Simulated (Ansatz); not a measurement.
The relaxed structure here is a generated cell of CrI3: the first start was made by placing the elements on the sites of a structure type, and the end was not matched to a known phase here, so it may be hypothetical. Known forms of CrI3 include space group No. 148.

The end point of a relaxation of CrI3. All values below come from r2SCAN (plane waves to 500 eV, PAW, scalar-relativistic; Ansatz, a first-principles code).

```
CELL_PARAMETERS angstrom
      3.47813     2.00810     6.28663
     -3.47813     2.00810     6.28663
      0.00000    -4.01619     6.28663
ATOMIC_POSITIONS crystal
  Cr 0.50000 0.50000 0.50000
  Cr 0.00000 0.00000 0.00000
  I  0.59431 0.90569 0.25000
  I  0.25000 0.59431 0.90569
  I  0.90569 0.25000 0.59431
  I  0.40569 0.09431 0.75000
  I  0.75000 0.40569 0.09431
  I  0.09431 0.75000 0.40569
```

Question: Determine the symmetry and give the standard cell with its independent sites.

Answer: Space group R-3c, hexagonal axes (No. 167); a = b = 6.9563 Å, c = 18.8599 Å, α = β = 90.00°, γ = 120.00°

```
atom  site  symmetry       x       y       z
----  ----  --------  ------  ------  ------
Cr      6b       -3.  0.0000  0.0000  0.0000
I      18e        .2  0.3443  0.3443  0.2500
```

Question: Give the shortest distances between elements (the closest pairs, up to four, under 3.6 Å).

Answer: Cr–I 2.77 Å.

Volume per atom: 32.93 Å³
Band gap: no clear gap: the sampled points leave 0.03 eV away from the symmetry points, which may be a band crossing missed between them
Magnetic moment: net 0.75 μB/atom, ferromagnetic

Spin state reached: ferromagnetic (net 0.75 μB/atom), from parallel starting moments; other spin orders were not run from this start. Without spin-orbit coupling the bands of the heavy element are not split, so the gap can be far off.

The run could not lose the symmetry of its start; a randomly shaken copy of 8 atoms returns to this structure.
